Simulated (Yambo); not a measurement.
Absorption of KCl (rock salt, space group Fm-3m, No. 225) under isotropic strain of +1 % on all lattice vectors with and without the electron-hole interaction (Yambo, PBEsol bands; 8×8×8 mesh, 3 valence and 6 conduction bands, static screening with 30 bands and a 4 Ry block, scissor 3.13 eV, Tamm-Dancoff; field along x).

```csv
E (eV),"Im ε, BSE","Im ε, independent quasiparticles"
6.10,0.21,0.03
6.20,0.25,0.03
6.30,0.30,0.03
6.40,0.38,0.03
6.50,0.50,0.03
6.60,0.69,0.03
6.70,1.02,0.03
6.80,1.66,0.04
6.90,3.01,0.04
7.00,5.56,0.04
7.10,6.48,0.04
7.20,3.94,0.05
7.30,2.21,0.05
7.40,1.46,0.06
7.50,1.21,0.06
7.60,1.29,0.07
7.70,1.56,0.08
7.80,1.46,0.09
7.90,1.32,0.11
8.00,1.57,0.14
8.10,2.37,0.18
8.20,3.66,0.21
8.30,4.03,0.24
8.40,3.83,0.32
8.50,3.68,0.51
8.60,2.59,0.70
8.70,1.78,0.67
8.80,1.35,0.53
8.90,1.18,0.48
9.00,1.24,0.52
9.10,1.39,0.68
9.20,1.47,0.81
9.30,1.42,0.92
9.40,1.17,1.18
9.50,1.14,1.17
9.60,1.16,1.05
9.70,1.18,1.03
9.80,1.24,1.10
9.90,1.47,1.28
10.00,1.55,1.69
10.10,1.47,2.25
10.20,1.55,2.51
10.30,1.84,2.64
10.40,1.81,2.79
10.50,2.00,2.68
10.60,2.32,2.70
10.70,2.74,2.85
10.80,3.08,3.57
10.90,4.11,4.20
11.00,5.02,3.56
11.10,4.91,3.06
11.20,3.32,3.03
11.30,2.44,2.94
11.40,2.08,2.57
11.50,2.12,2.44
11.60,2.45,2.47
11.70,2.79,2.38
11.80,2.61,2.17
11.90,1.97,1.93
12.00,1.66,1.71
12.10,1.33,1.56
12.20,1.25,1.49
12.30,1.20,1.56
12.40,1.21,1.68
12.50,1.07,1.81
12.60,0.98,1.93
12.70,0.91,2.14
12.80,0.88,2.63
12.90,0.81,2.94
13.00,0.73,3.08
```

The scissor comes from a G0W0 run whose convergence isn't established. Broadening 0.15 eV. The band window holds all transitions up to 14.5 eV. Fine structure above the onset can come from the mesh.

Geometry strained from the cell relaxed with PBEsol, atoms relaxed again; primitive cell a = b = c = 4.458 Å, α = β = γ = 60.00°.
